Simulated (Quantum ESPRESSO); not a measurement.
**Be2Si: energy against volume and a worked fit**

```cif
data_structure
_symmetry_space_group_name_H-M 'Fm-3m'
_symmetry_Int_Tables_number 225
_cell_length_a 5.2800
_cell_length_b 5.2800
_cell_length_c 5.2800
_cell_angle_alpha 90.000
_cell_angle_beta 90.000
_cell_angle_gamma 90.000
_cell_volume 147.20
loop_
_atom_site_label
_atom_site_type_symbol
_atom_site_symmetry_multiplicity
_atom_site_Wyckoff_symbol
_atom_site_fract_x
_atom_site_fract_y
_atom_site_fract_z
_atom_site_occupancy
Si1 Si 4 a 0.00000 0.00000 0.00000 1
Be1 Be 8 c 0.25000 0.75000 0.75000 1
```

The cell comes from a database or a generator and needn't be the stable form of this composition.

The cell was scaled at fixed shape and fractions and run with Quantum ESPRESSO, SSSP 1.3 efficiency PBE, cutoff 748 eV; PBE, k mesh 9 × 9 × 9 on the cell of 3 atoms, fermi-dirac occupations of 0.05 eV, no spin polarisation, no spin-orbit coupling. Energies are those that the program minimises, any entropy of the smearing included. For a metal such a mesh isn't converged to the digits shown.

```csv
V (Å³/atom),energy over the lowest row (meV/atom)
11.5305,16.623
11.7758,7.488
12.0212,2.055
12.2665,0.000
12.5118,?
12.7572,4.861
13.0025,11.263
```

**Question.** Fit the third-order Birch-Murnaghan form, give V0, B0 and B′, and predict the energy left open.

**Answer.** With y = (V0/V)^(2/3), E = E0 + (9 V0 B0/16) [(y - 1)³ B′ + (y - 1)² (6 - 4y)]. Least squares through the rows shown give V0 = 12.3041 Å³/atom, E0 = -0.036 meV, B0 = 99.41 GPa (1 eV/Å³ = 160.218 GPa) and B′ = 3.59, with a largest miss of 0.001 meV. At V = 12.5118 the form with these constants gives 1.024 meV; the run gave 1.025 meV an atom.
